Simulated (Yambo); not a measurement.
# NaCl: sweep of GW parameters

G0W0@PBEsol for NaCl (rock salt, space group Fm-3m, No. 225) in Yambo. Reference settings: 4×4×4 Γ-centred k mesh, bands 2 to 98 and a 10 Ry block in the screening, 98 bands in G with the Bruneval-Gonze terminator, plasmon pole fitted at 27.2 eV. The PBEsol gap Γ → Γ on this mesh is 5.01 eV; G0W0 gaps are taken between the same points.

```tsv
change from the reference	G0W0 gap Γ → Γ (eV)	shift of the valence edge (eV)	rough Yambo cost
reference settings	8.11	-2.19	1
33 bands in W, 33 bands in G	8.07	-1.95	about 1/2
62 bands in G	8.12	-2.19	–
33 bands in G	8.12	-2.16	–
42 bands in W	8.09	-2.04	about 1/2
1 Ry block	7.95	-1.82	within a factor of two
4 Ry block	7.91	-1.97	within a factor of two
8 Ry block	8.08	-2.14	within a factor of two
pole fitted at 10 eV	8.03	-2.03	–
no random integration	8.00	-1.96	–
33 bands in G, no terminator	7.89	-1.71	–
62 bands in G, no terminator	8.00	-1.98	–
no terminator	8.07	-2.09	–
```

The reference isn't shown to be the converged limit. Costs are rough (shared machines), scaled to the same edge states, and given only for runs that recompute the screening.

Geometry relaxed with PBEsol; primitive cell a = 3.9623 Å, b = 3.9623 Å, c = 3.9623 Å, α = 60.00°, β = 60.00°, γ = 60.00°.

A shift is the quasiparticle energy of the state minus its PBEsol energy.
